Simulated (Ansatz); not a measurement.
ScAl₂ (cubic Laves (MgCu2 type), Fd-3m) at seven volumes, DFT-LDA in the program Ansatz with PAW potentials, scaled uniformly. One row is withheld.

```tsv
V (Å³/atom)	P (GPa)
15.690	11.12
16.207	6.84
16.725	3.16
17.242	0.00
17.759	-2.71
18.276	-5.03
18.794	?
```

Problem. Fit the shown pressures and predict the withheld one.

Solution. P = (3/2)B₀(x^(7/2) − x^(5/2))[1 + (3/4)(B′ − 4)(x − 1)] with x = (V₀/V)^(2/3). Least squares on the six rows gives V₀ = 17.243 Å³/atom, B₀ = 97.3 GPa, B′ = 4.05. At V = 18.794, x = 0.9442 and P = -7.04 GPa. The run itself gave -7.03 GPa.

The first step of the workflow began from a Materials Project structure, measured or hypothetical; the Crystallography Open Database copy checked does not list it. Its standing as an ambient phase is unchecked. Symmetry was held in the LDA relaxation; of distortions, only those at the zone centre were tested. No spin polarisation was allowed.

Potentials: the later of the program's two PAW sets.
